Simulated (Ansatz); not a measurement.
Input file for Ansatz (an electronic-structure program):

Ansatz 0.2 input:
```yaml
crystal:
  lattice:
    - [7.3465768699, 0.0, 0.0]
    - [-3.673288435, 6.3623222002, 0.0]
    - [0.0, 0.0, 3.7765382167]
  atoms:
    - { symbol: W, position: [0.5, 0.5, 0.0] }
    - { symbol: W, position: [0.0, 0.5, 0.0] }
    - { symbol: W, position: [0.5, 0.0, 0.0] }
    - { symbol: O, position: [0.2147482368, 0.4294964735, 0.0] }
    - { symbol: O, position: [0.7852517632, 0.5705035265, 0.0] }
    - { symbol: O, position: [0.7852517632, 0.2147482368, 0.0] }
    - { symbol: O, position: [0.2147482368, 0.7852517632, 0.0] }
    - { symbol: O, position: [0.5705035265, 0.7852517632, 0.0] }
    - { symbol: O, position: [0.4294964735, 0.2147482368, 0.0] }
    - { symbol: O, position: [0.0, 0.5, 0.5] }
    - { symbol: O, position: [0.5, 0.0, 0.5] }
    - { symbol: O, position: [0.5, 0.5, 0.5] }
kpoints:
  mp_grid: { grid: [5, 5, 7] }
hamiltonian:
  xc: lda
  pseudopotentials: { kind: paw }
scf:
  occupations: { method: fixed }
elastic: { mode: relaxed_ion, stencil: two_point, amplitude: 0.005, f_tol: 0.0005 }
```

Output (shortened):

```
Pseudopotentials: kind: paw
Pseudopotential: W, paw, valence charge 14
Pseudopotential: O, paw, valence charge 6
Functional definition: SPW92
Crystal: 12 atoms, lattice volume = 176.520 Å³
Basis set: ecut = 420 eV, 3457 PW (Γ)
Bands: 60, of which v1, the nominal top of the filled ones, is band 48 counted from 1 (47 counted from 0)
Symmetry: 24 space group operations
Space group: P6/mmm (ITA 191), of the structure as read, at distance tolerance 5.6e-5 Å
k-points: 20 of 175
PAW frozen core: W, regenerated for the run's functional, and the local potential with it
PAW frozen core: O, regenerated for the run's functional, and the local potential with it
Initial wavefunctions: pseudopotential atomic-orbital guess
Eigensolver: davidson
Functional: x = slater, c = lda
all-band conjugate gradients solve this SCF's bands
SCF 1 converged in 14 iterations: F = -35389.920570 eV  dr2 = 2.98e-15
Crystal: 12 atoms, lattice volume = 175.638 Å³
Basis set: ecut = 420 eV, 3453 PW (Γ)
Symmetry: 8 space group operations
k-points: 36 of 175
Initial density: handed on by an earlier stage of this run
Initial wavefunctions: pseudopotential atomic-orbital guess (no wavefunctions were taken with the density)
SCF 2 converged in 17 iterations: F = -35389.913337 eV  dr2 = 4.98e-15
relax step   1: F+E_penalty+E_count = -35389.91333651 eV  Δ(F+E_penalty+E_count) = +0.000e0 eV  max|allowed force component| = 1.022e-1 eV/Å  Δτ_max = 0.0000 Å  (17 SCF iters, accepted)
density extrapolation: transplant  |δρ|_rms = 5.174e-2 e/Å³  SAD shift = 8.071e-3 e/Å³
Crystal: 12 atoms, lattice volume = 175.638 Å³
Initial wavefunctions: those handed on with the density
SCF 3 converged in 13 iterations: F = -35389.914870 eV  dr2 = 7.06e-14
relax step   2: F+E_penalty+E_count = -35389.91486986 eV  Δ(F+E_penalty+E_count) = -1.533e-3 eV  max|allowed force component| = 9.745e-3 eV/Å  Δτ_max = 0.0071 Å  (13 SCF iters, accepted)
density extrapolation: transplant  |δρ|_rms = 5.169e-2 e/Å³  SAD shift = 1.006e-3 e/Å³
Crystal: 12 atoms, lattice volume = 175.638 Å³
SCF 4 converged in 10 iterations: F = -35389.914886 eV  dr2 = 7.52e-14
relax step   3: F+E_penalty+E_count = -35389.91488578 eV  Δ(F+E_penalty+E_count) = -1.593e-5 eV  max|allowed force component| = 1.528e-3 eV/Å  Δτ_max = 0.0011 Å  (10 SCF iters, accepted)
density extrapolation: transplant  |δρ|_rms = 5.169e-2 e/Å³  SAD shift = 3.126e-4 e/Å³
Crystal: 12 atoms, lattice volume = 175.638 Å³
SCF 5 converged in 9 iterations: F = -35389.914887 eV  dr2 = 4.43e-14
relax step   4: F+E_penalty+E_count = -35389.91488663 eV  Δ(F+E_penalty+E_count) = -8.470e-7 eV  max|allowed force component| = 1.917e-4 eV/Å  Δτ_max = 0.0003 Å  (9 SCF iters, accepted)
Crystal: 12 atoms, lattice volume = 175.638 Å³
SCF 6 converged in 2 iterations: F = -35389.914887 eV  dr2 = 2.20e-14
Crystal: 12 atoms, lattice volume = 177.403 Å³
Basis set: ecut = 420 eV, 3465 PW (Γ)
SCF 7 converged in 16 iterations: F = -35389.913627 eV  dr2 = 4.44e-14
relax step   1: F+E_penalty+E_count = -35389.91362749 eV  Δ(F+E_penalty+E_count) = +0.000e0 eV  max|allowed force component| = 9.981e-2 eV/Å  Δτ_max = 0.0000 Å  (16 SCF iters, accepted)
density extrapolation: transplant  |δρ|_rms = 5.101e-2 e/Å³  SAD shift = 7.999e-3 e/Å³
Crystal: 12 atoms, lattice volume = 177.403 Å³
SCF 8 converged in 12 iterations: F = -35389.915065 eV  dr2 = 6.84e-14
relax step   2: F+E_penalty+E_count = -35389.91506546 eV  Δ(F+E_penalty+E_count) = -1.438e-3 eV  max|allowed force component| = 4.260e-3 eV/Å  Δτ_max = 0.0075 Å  (12 SCF iters, accepted)
density extrapolation: transplant  |δρ|_rms = 5.106e-2 e/Å³  SAD shift = 2.438e-4 e/Å³
Crystal: 12 atoms, lattice volume = 177.403 Å³
SCF 9 converged in 9 iterations: F = -35389.915067 eV  dr2 = 9.26e-14
relax step   3: F+E_penalty+E_count = -35389.91506732 eV  Δ(F+E_penalty+E_count) = -1.869e-6 eV  max|allowed force component| = 2.727e-4 eV/Å  Δτ_max = 0.0002 Å  (9 SCF iters, accepted)
Crystal: 12 atoms, lattice volume = 177.403 Å³
SCF 10 converged in 2 iterations: F = -35389.915067 eV  dr2 = 4.50e-14
Crystal: 12 atoms, lattice volume = 175.638 Å³
SCF 11 converged in 13 iterations: F = -35389.911923 eV  dr2 = 1.31e-14
relax step   1: F+E_penalty+E_count = -35389.91192337 eV  Δ(F+E_penalty+E_count) = +0.000e0 eV  max|allowed force component| = 8.196e-3 eV/Å  Δτ_max = 0.0000 Å  (13 SCF iters, accepted)
density extrapolation: transplant  |δρ|_rms = 5.177e-2 e/Å³  SAD shift = 8.837e-4 e/Å³
Crystal: 12 atoms, lattice volume = 175.638 Å³
SCF 12 converged in 10 iterations: F = -35389.911938 eV  dr2 = 3.21e-15
relax step   2: F+E_penalty+E_count = -35389.91193803 eV  Δ(F+E_penalty+E_count) = -1.466e-5 eV  max|allowed force component| = 9.686e-6 eV/Å  Δτ_max = 0.0006 Å  (10 SCF iters, accepted)
Crystal: 12 atoms, lattice volume = 175.638 Å³
SCF 13 converged in 2 iterations: F = -35389.911938 eV  dr2 = 1.63e-15
Crystal: 12 atoms, lattice volume = 177.403 Å³
SCF 14 converged in 13 iterations: F = -35389.912181 eV  dr2 = 8.11e-14
relax step   1: F+E_penalty+E_count = -35389.91218112 eV  Δ(F+E_penalty+E_count) = +0.000e0 eV  max|allowed force component| = 8.489e-3 eV/Å  Δτ_max = 0.0000 Å  (13 SCF iters, accepted)
density extrapolation: transplant  |δρ|_rms = 5.099e-2 e/Å³  SAD shift = 9.118e-4 e/Å³
Crystal: 12 atoms, lattice volume = 177.403 Å³
SCF 15 converged in 9 iterations: F = -35389.912197 eV  dr2 = 8.68e-14
relax step   2: F+E_penalty+E_count = -35389.91219683 eV  Δ(F+E_penalty+E_count) = -1.570e-5 eV  max|allowed force component| = 1.338e-5 eV/Å  Δτ_max = 0.0006 Å  (9 SCF iters, accepted)
Crystal: 12 atoms, lattice volume = 177.403 Å³
SCF 16 converged in 2 iterations: F = -35389.912197 eV  dr2 = 3.77e-14
Crystal: 12 atoms, lattice volume = 176.519 Å³
Symmetry: 4 space group operations
k-points: 54 of 175
SCF 17 converged in 12 iterations: F = -35389.919813 eV  dr2 = 6.95e-14
relax step   1: F+E_penalty+E_count = -35389.91981347 eV  Δ(F+E_penalty+E_count) = +0.000e0 eV  max|allowed force component| = 1.289e-2 eV/Å  Δτ_max = 0.0000 Å  (12 SCF iters, accepted)
density extrapolation: transplant  |δρ|_rms = 5.137e-2 e/Å³  SAD shift = 1.960e-3 e/Å³
Crystal: 12 atoms, lattice volume = 176.519 Å³
SCF 18 converged in 9 iterations: F = -35389.919853 eV  dr2 = 8.89e-14
relax step   2: F+E_penalty+E_count = -35389.91985342 eV  Δ(F+E_penalty+E_count) = -3.995e-5 eV  max|allowed force component| = 1.312e-3 eV/Å  Δτ_max = 0.0019 Å  (9 SCF iters, accepted)
density extrapolation: transplant  |δρ|_rms = 5.137e-2 e/Å³  SAD shift = 2.221e-4 e/Å³
Crystal: 12 atoms, lattice volume = 176.519 Å³
SCF 19 converged in 8 iterations: F = -35389.919854 eV  dr2 = 9.48e-14
relax step   3: F+E_penalty+E_count = -35389.91985384 eV  Δ(F+E_penalty+E_count) = -4.184e-7 eV  max|allowed force component| = 3.066e-6 eV/Å  Δτ_max = 0.0002 Å  (8 SCF iters, accepted)
Crystal: 12 atoms, lattice volume = 176.519 Å³
SCF 20 converged in 2 iterations: F = -35389.919854 eV  dr2 = 1.95e-14
Crystal: 12 atoms, lattice volume = 176.519 Å³
SCF 21 converged in 13 iterations: F = -35389.919813 eV  dr2 = 6.27e-15
relax step   1: F+E_penalty+E_count = -35389.91981347 eV  Δ(F+E_penalty+E_count) = +0.000e0 eV  max|allowed force component| = 1.289e-2 eV/Å  Δτ_max = 0.0000 Å  (13 SCF iters, accepted)
density extrapolation: transplant  |δρ|_rms = 5.137e-2 e/Å³  SAD shift = 2.182e-3 e/Å³
Crystal: 12 atoms, lattice volume = 176.519 Å³
SCF 22 converged in 10 iterations: F = -35389.919854 eV  dr2 = 1.41e-14
relax step   2: F+E_penalty+E_count = -35389.91985384 eV  Δ(F+E_penalty+E_count) = -4.037e-5 eV  max|allowed force component| = 8.363e-5 eV/Å  Δτ_max = 0.0021 Å  (10 SCF iters, accepted)
Crystal: 12 atoms, lattice volume = 176.519 Å³
SCF 23 converged in 2 iterations: F = -35389.919854 eV  dr2 = 3.82e-15
SCF converged after 14 iterations
Free energy (F): -35389.920570 eV
Harris-Foulkes:  -35389.920570 eV  (|F-HF|=7.28e-12)
Internal energy: -35389.920570 eV  (E = F + TS)
E sigma→0 (E₀):  -35389.920570 eV
Fermi energy:    4.762368 eV
--- Per-component energies (eV) ---
  E_band       = -1168.222551
  E_kinetic    = 2907.297855
  E_local      = -10207.115990  (includes V_loc(G=0)·N_el)
  E_nonlocal   = 458.154581
  E_hartree    = 3966.680132
  E_xc         = -1437.637459
  E_vxc        = -1542.503220  (∫ρ·V_xc dr)
  E_paw        = -26250.235087  (= ΣΔE_a)
  E_vpaw       = -717.438779  (= ΣTr[D̂ρ^β])
  E_aug_tail   = 0.022739  (compensation charges beyond the density's cutoff)
  E_ewald      = -4828.809092
  E_core_change = 1.721752  (= ΣΔE_core)
  E_smearing   =  0.000000  (= −TS)
  E_closure    = 0.000000  (closes the sum)
  Σ components = -35389.920570   (vs F -35389.920570, Δ=0.00e0)
--- Forces (eV/Å), atoms counted from 1 ---
  atom   1  W      0.00000000     0.00000000     0.00000000
  atom   2  W      0.00000000     0.00000000     0.00000000
  atom   3  W      0.00000000     0.00000000     0.00000000
  atom   4  O      0.00000000     0.00021592     0.00000000
  atom   5  O      0.00000000    -0.00021592     0.00000000
  atom   6  O     -0.00018700     0.00010796     0.00000000
  atom   7  O      0.00018700    -0.00010796     0.00000000
  atom   8  O     -0.00018700    -0.00010796     0.00000000
  atom   9  O      0.00018700     0.00010796     0.00000000
  atom  10  O      0.00000000     0.00000000     0.00000000
  atom  11  O      0.00000000     0.00000000     0.00000000
  atom  12  O      0.00000000     0.00000000     0.00000000
  max |Σ_I F_I| component: 2.33e-18 eV/Å
--- Stress (GPa, compression-positive) ---
       -0.011701       0.000000       0.000000
        0.000000      -0.011701       0.000000
        0.000000       0.000000      -0.000402
  P = ⅓ Tr σ = -0.0079 GPa (-0.079 kbar)
  The stress holds the Pulay correction. Without it, at fixed plane waves, as pw.x and ABINIT print it: P = -0.8206 GPa
  The stress includes an estimate of the error left by incomplete SCF convergence (largest component  0.0000 GPa; it does not cover the PAW one-centre terms).
--- Band table (eV; the first three rows and the last of 20) ---
  k-point 0: bands = ["-69.7658", "-69.7644", "-69.7644", "-34.1259", "-34.1028", "-34.1028", "-34.0334", "-34.0297", "-34.0257", "-34.0257", "-33.9971", "-33.9971", "-13.5267", "-13.0108", "-13.0108", "-12.6456", "-12.6119", "-12.6119", "-11.3783", …
  k-point 1: bands = ["-69.7657", "-69.7643", "-69.7643", "-34.1250", "-34.1019", "-34.1019", "-34.0486", "-34.0407", "-34.0407", "-34.0289", "-33.9962", "-33.9962", "-13.4333", "-12.8770", "-12.8770", "-12.4826", "-12.4826", "-12.4778", "-11.3699", …
  k-point 2: bands = ["-69.7656", "-69.7643", "-69.7643", "-34.1230", "-34.0999", "-34.0999", "-34.0823", "-34.0741", "-34.0741", "-34.0272", "-33.9944", "-33.9944", "-13.2998", "-12.7723", "-12.7723", "-11.9510", "-11.9201", "-11.9201", "-11.3507", …
  k-point 19: bands = ["-69.7650", "-69.7647", "-69.7642", "-34.1058", "-34.1041", "-34.1007", "-34.0960", "-34.0732", "-34.0698", "-34.0476", "-34.0380", "-34.0067", "-12.8675", "-12.5360", "-12.2699", "-11.9129", "-11.8346", "-11.4248", "-11.3447", …
  band table: 60 of 60 bands, residual norms ≤ 1.0e-3 eV
--- Elastic constants: 3 strain directions × 2 members + reference (group order 24) ---
  dense FFT box of the reference and of every strained cell: 50×50×27
  strains applied: 11, 33, 23; error gains …
  C = ∂σ_k/∂η_j (tension-positive GPa; Voigt order 11 22 33 23 13 12):
       405.146     95.967     34.137      0.000      0.000      0.000
        95.967    405.146     34.137      0.000      0.000      0.000
        34.153     34.153    627.003      0.000      0.000      0.000
         0.000      0.000      0.000     60.772      0.000      0.000
         0.000      0.000      0.000      0.000     60.772      0.000
         0.000      0.000      0.000      0.000      0.000    154.590
  reference stress σ⁰ (GPa):      0.012      0.012      0.000      0.000      0.000      0.000
  moduli (Voigt/Reuss/Hill, GPa): K = 196.20/192.68/194.44   G = 140.10/100.76/120.43   E = 299.46   ν = 0.243
  mechanically stable: yes (min eigenvalue of sym C = 60.77 GPa)
  strain η (Voigt 11):  stress-route row diagonal C_11 = 405.15 GPa, energy-path curvature d²(F+E_count+ΔE)/dδ²/Ω₀ = 405.10 GPa
         δ    σ_11 (GPa)             F (eV)   n_scf  n_hpsi   n_pw
    -5.000e-3      -2.0352      -35389.9148866       2   16168   3453   relax 4 steps, max|allowed force component| 1.92e-4 eV/Å
     5.000e-3       2.0163      -35389.9150673       2   16181   3490   relax 3 steps, max|allowed force component| 2.73e-4 eV/Å
  strain η (Voigt 33):  stress-route row diagonal C_33 = 627.00 GPa, energy-path curvature d²(F+E_count+ΔE)/dδ²/Ω₀ = 626.06 GPa
         δ    σ_33 (GPa)             F (eV)   n_scf  n_hpsi   n_pw
    -5.000e-3      -3.2171      -35389.9119380       2    8964   3468   relax 2 steps, max|allowed force component| 9.69e-6 eV/Å
     5.000e-3       3.0529      -35389.9121968       2    8989   3486   relax 2 steps, max|allowed force component| 1.34e-5 eV/Å
  strain η (Voigt 23):  stress-route row diagonal C_44 = 60.77 GPa, energy-path curvature d²(F+E_count+ΔE)/dδ²/Ω₀ = 60.74 GPa
         δ    σ_23 (GPa)             F (eV)   n_scf  n_hpsi   n_pw
    -5.000e-3      -0.3039      -35389.9198538       2   24460   3481   relax 3 steps, max|allowed force component| 3.07e-6 eV/Å
     5.000e-3       0.3039      -35389.9198538       2   24378   3481   relax 2 steps, max|allowed force component| 8.36e-5 eV/Å
```

Cost: roughly 8 core-minutes on shared cores.

The first step of the workflow began from a Materials Project structure, measured or hypothetical; the Crystallography Open Database files this formula in space group No. 191, but the cells were not matched. Its standing as an ambient phase is unchecked. The cell was relaxed with LDA under the symmetry of its start. At this level the phase is dynamically unstable (imaginary phonons). The run is not spin-polarised. No Hubbard U is applied. Spin–orbit coupling is left out wherever it is not named.

Potentials: the later of the program's two PAW sets.

Ansatz is a plane-wave DFT program.
